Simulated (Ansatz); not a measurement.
Consider the following.

NbAl$_{3}$:
Space group I4/mmm (No. 139); a = 3.7929 Å, b = 3.7929 Å, c = 8.5095 Å, α = 90.00°, β = 90.00°, γ = 90.00°

```csv
atom,site,symmetry,x,y,z
Al,2b,4/mmm,0.0000,0.0000,0.5000
Al,4d,-4m2,0.0000,0.5000,0.2500
Nb,2a,4/mmm,0.0000,0.0000,0.0000
```
(The calculation used a cell of 4 atoms; values per cell refer to that cell.)

This is the LDA-relaxed structure.

All from LDA in the plane-wave PAW code Ansatz, unless another level is named. Predict the bulk modulus (Birch–Murnaghan fit).

138 GPa.

What about the highest zone-centre frequency?

363 cm⁻¹.

The first step of the workflow began from a Materials Project structure, measured or hypothetical; the Crystallography Open Database copy checked does not list it. With Al and Nb taken as one species the cell has the higher symmetry I4/mmm, so it may be an ordered model of a mixed-site phase. Whether it is the stable phase at ambient conditions was not checked. The LDA relaxation kept the symmetry of its start; of distortions, only those at the zone centre were tested. The run is not spin-polarised. As this level gives no gap, phonon frequencies hold no LO–TO term and depend on the k-mesh and smearing (Fermi–Dirac, 0.1 eV here). Axis ratios of metals converge slowly with the k-mesh, so a and c are less sure than the volume.

Potentials: the later of the program's two PAW sets.
